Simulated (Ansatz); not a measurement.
Values for one crystal, relaxed and computed with PBEsol (plane waves, PAW; program Ansatz); other levels are named.

* **Volume per atom**: 8.45 Å³
* **Electronic character**: metallic (no gap)
* **Bulk modulus (Birch–Murnaghan fit)**: 344 GPa
* **Poisson's ratio**: 0.28
* **Mechanical stability**: stable (all eigenvalues of C positive)
* **Elastic constants (relaxed ions, GPa)**: C11 = 690, C12 = 170, C44 = 132
* **Debye temperature from the elastic constants**: 850 K

Task: Pick the material that matches.
(A) VN, rock salt
(B) FeO, rock salt
(C) GaSb, C2/m (Ga on 2b, Sb on 2c)
(D) LaP, rock salt

Result: A, VN, rock salt

Space group Fm-3m (rock salt). The cell was relaxed with PBEsol under the symmetry of its start. The workflow began spin-polarised and lost its moments. As this level gives no gap, shear constants depend on the k-mesh and smearing (Fermi–Dirac, 0.1 eV here). On the denser mesh and wider smearing of the elastic run this cell carries a stress of 0.3 GPa.

Potentials: the later of the program's two PAW sets.
